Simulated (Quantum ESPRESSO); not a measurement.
## One change at a time to Nb5Sc3

Calculated results; nothing here was measured. They come from Quantum ESPRESSO 7.5, a public plane-wave density functional program. Each row is one single-point run on a made-up periodic cell of eight metal atoms, with elements, volume, strain and displacements drawn at random and not relaxed, so a cell may be unstable or far from any real phase. There is no spin polarisation or spin-orbit coupling.

Settings: PBE unless stated; PseudoDojo standard norm-conserving files; Fermi-Dirac width 0.25 eV, which means electrons at about 2900 K; cutoff 1116 eV; 8 x 5 x 3 k mesh shifted half a step off Gamma. E is the free energy of the whole cell (internal energy minus TS), so a -TS column is already part of it. Stress is positive in tension, and the pressure P is minus a third of its trace.

Checks: one run of this series was repeated at a higher cutoff and on a denser mesh, which moved values by no more than 0.003 eV, 0.02 GPa and 0.003 eV/Å, and a second program with other atomic files agreed on it to 2 % rms in force and 0.5 GPa in pressure. Known limits: a spin test at this wide smearing found no moment, but such smearing suppresses magnetism that the real alloy may have.

The lattice is face-centred cubic, and the cell vectors in Å are (0.025, -2.164, -2.100); (-4.244, 2.204, -2.089); (6.271, 6.409, -4.192), a volume of 153.09 Å³ in run 1. The elements on sites 1 to 8 are Nb Sc Nb Nb Nb Sc Sc Nb. Each later run makes one change to run 1 and keeps the rest. E is counted from run 1, and is n/a where other atomic files have another zero of energy.

```
run,change,V (Å³),P (GPa),-TS (eV),rms force (eV/Å),largest change of a force component (eV/Å),E (eV)
1,none,153.09,6.93,-2.212,0.682,0.000,0.000
2,sites 4 and 7 exchanged,153.09,7.07,-2.179,0.590,0.564,-0.155
3,all lengths scaled by +0.53 %,155.54,4.91,-2.250,0.659,0.067,-0.091
4,LDA in place of PBE,153.09,-1.55,-2.232,0.620,0.185,n/a
5,Ag on site 3,153.09,6.04,-2.050,0.606,0.469,n/a
6,site 8 moved by -0.09 Å along z,153.09,6.79,-2.190,0.624,0.406,?
```

## Worked estimate

Along the move dE = -F dx. The force on site 8 along z is -0.783 eV/Å in run 1 and -0.503 eV/Å in run 6, and the move is -0.09 Å, so the mean force times the move gives an estimate.

## Withheld value

Question: what E should run 6 give?

The estimate is -0.058 eV. The calculation gave -0.058 eV.
